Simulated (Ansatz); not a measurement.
What settings do to one calculation: In started on a C site next to a C vacancy in zincblende SiC, 15 atoms, charge +2

Ansatz (PAW, plane waves), atoms fixed. The base input:

```yaml
crystal:
  lattice:
    - [0.000000, 4.356853, 4.356853]
    - [4.356853, 0.000000, 4.356853]
    - [4.356853, 4.356853, 0.000000]
  atoms:
    - { symbol: Si, position: [0.021481, 0.007577, 0.987277], spin: 0.143 }
    - { symbol: Si, position: [0.518220, 0.487853, 0.470611], spin: 0.143 }
    - { symbol: Si, position: [0.033466, 0.980145, 0.467389], spin: 0.143 }
    - { symbol: Si, position: [0.491115, 0.549074, 0.963292], spin: 0.143 }
    - { symbol: Si, position: [0.997640, 0.515001, 0.972749] }
    - { symbol: Si, position: [0.464731, 0.983622, 0.545296], spin: 0.143 }
    - { symbol: Si, position: [0.519684, 0.978320, 0.011227] }
    - { symbol: Si, position: [0.970642, 0.490521, 0.497649], spin: 0.143 }
    - { symbol: C, position: [0.134122, 0.126320, 0.128859] }
    - { symbol: C, position: [0.624010, 0.618577, 0.143720] }
    - { symbol: C, position: [0.111098, 0.673419, 0.095106] }
    - { symbol: C, position: [0.656034, 0.114263, 0.610089] }
    - { symbol: C, position: [0.623541, 0.116384, 0.123798] }
    - { symbol: C, position: [0.133944, 0.652507, 0.616074] }
    - { symbol: In, position: [0.644655, 0.652379, 0.604711], spin: 0.143 }
  symmetry: { detect: false }
kpoints:
  mp_grid: { grid: [1, 1, 1], shift: [0.25, 0.25, 0.25] }
hamiltonian:
  xc: pbesol
total_charge: 2
magnetization:
  spin_polarized: true
scf:
  occupations: { method: fermi_dirac, width: 0.01 }
output:
  forces: true
  eigenvalues: true
  populations: true
  charged_corrections: { epsilon: 9.7 }
  write_density: true
  write_potential: true
  elf: true
  volumetric_format: npy
```

Command:

```sh
ansatz run in.yaml --threads 2 --pin off --max-ram 19000MiB --runs-dir r --events-out ev --progress --plain
```

It converged in 14 iterations and 3 s of wall time on 2 threads of an EPYC 7R13 processor, on a host shared with other runs; peak host memory 0.54 GiB; largest force component 24.06 eV/Å. The cutoff was the default, 420 eV. The base isn't a converged reference: it has few k points, and its atoms are unrelaxed, some of them close together, so close that their PAW spheres overlap, which can drive the changes below. Each run below changes the keys shown and caps the iterations.

```tsv
run	changed	ending	iterations	free energy less the base (meV per atom)	rms change of forces (eV/Å)	change of pressure (GPa)	wall time (s, shared host)
1	ecutrho_ratio 2, mixing beta 0.2, max_iter 90	converged	16	-0.6	0.001	–	2.5 CPU
2	xc_grid 3 (2 is the default), max_iter 80, total_charge 0	converged	16	other zero	0.836	–	4.2 CPU
3	n_extra_bands 4, max_iter 50	converged	14	0.0	0.000	–	2.4 CPU
4	xc rpbe, mixing beta 0.4, xc_grid 3 (2 is the default), max_iter 70	converged	13	other zero	0.321	–	3.4 CPU
5	initial_magnetization 4, max_iter 70	converged	18	0.0	0.000	–	3.2 CPU
6	occupations gaussian, ecutwfc 300 eV, dispersion rvv10, max_iter 90	refused	–	–	–	–	–
```

«Other zero»: another functional, charge or dispersion term moves the zero of energy, so the difference says nothing of accuracy.

Question: Which changes leave the result alone, and which of the same physical model moves the forces most?

Answer: The forces move by under 0.002 eV/Å in runs 1, 3, 5. Among the runs with the same functional, charge and dispersion term, none moves them by over 0.01 eV/Å.

Question: Why did some runs give no result?

Answer: - run 6: inconsistent input (hamiltonian.dispersion, hamiltonian.xc): `dispersion: rvv10` has no transferable b for PBE exchange — Sabatini et al. (2013) fitted b=6.3 to rPW86, and the PBE refits of Peng & Perdew (2017) are task-dependent (b=6.6 S22 / b=10.0 layered). …
